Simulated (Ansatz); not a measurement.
ReC in space group P-6m2 (No. 187; Re on 1a, C on 1f) at seven volumes, DFT-PBE in the program Ansatz with PAW potentials, shape and atoms relaxed at each. One row is withheld.

```json
[
 {"V (Å³/atom)": "9.190", "P (GPa)": "47.54"},
 {"V (Å³/atom)": "9.493", "P (GPa)": "29.04"},
 {"V (Å³/atom)": "9.796", "P (GPa)": "13.33"},
 {"V (Å³/atom)": "10.099", "P (GPa)": "-0.01"},
 {"V (Å³/atom)": "10.402", "P (GPa)": "?"},
 {"V (Å³/atom)": "10.705", "P (GPa)": "-20.94"},
 {"V (Å³/atom)": "11.008", "P (GPa)": "-29.08"}
]
```

Problem. Fit the shown pressures and predict the withheld one.

Solution. P = (3/2)B₀(x^(7/2) − x^(5/2))[1 + (3/4)(B′ − 4)(x − 1)] with x = (V₀/V)^(2/3). Least squares on the six rows gives V₀ = 10.099 Å³/atom, B₀ = 409 GPa, B′ = 4.44. At V = 10.402, x = 0.9805 and P = -11.32 GPa. The run itself gave -11.34 GPa.

The cell is a constructed one: a structure type filled with these elements; the Crystallography Open Database copy checked does not list it. Whether it is the stable phase at ambient conditions was not checked. The PBE relaxation kept the symmetry of its start; its stability against distortions is not shown here. No spin polarisation was allowed. The volume moved by 18 % from the start of the relaxation. Its formation energy is positive at this level, so the cell may be metastable or incomplete. Scalar-relativistic: spin–orbit coupling is off unless named, which matters more the heavier the elements.

Potentials: the earlier of the program's two PAW sets.
